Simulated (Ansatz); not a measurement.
With plane-wave PAW PBE (Ansatz code), SiGe in the tetragonal phase (I-4m2; Pearson symbol tI20) relaxes to a = 3.962 Å, c = 28.053 Å. Si on 4e has 4 nearest neighbours from 2.39 Å (tetrahedral); Si on 4f has 4 nearest neighbours from 2.39 Å (tetrahedral); Si on 2b has 4 nearest neighbours from 2.39 Å (tetrahedral); Ge on 4f has 4 nearest neighbours from 2.43 Å (tetrahedral). Its formation energy from the elements is 0.015 eV/atom, with no fitted shifts.

The Kohn–Sham gap is 0.33 eV (direct). The valence maximum lies at Γ and the conduction minimum at Γ. Electrons at the band edge weigh 0.18, 0.18, 1.4 mₑ (principal values).

The bulk modulus is 73.6 GPa.

The start of the workflow was typed in or built on a structure type; neither database checked (COD, Materials Project) lists it. Its standing as an ambient phase is unchecked. The PBE relaxation kept the symmetry of its start; its stability against distortions is not shown here. The references are the lowest solids computed at this level, not always the standard phases. Spin–orbit coupling is left out wherever it is not named.

Potentials: the later of the program's two PAW sets.
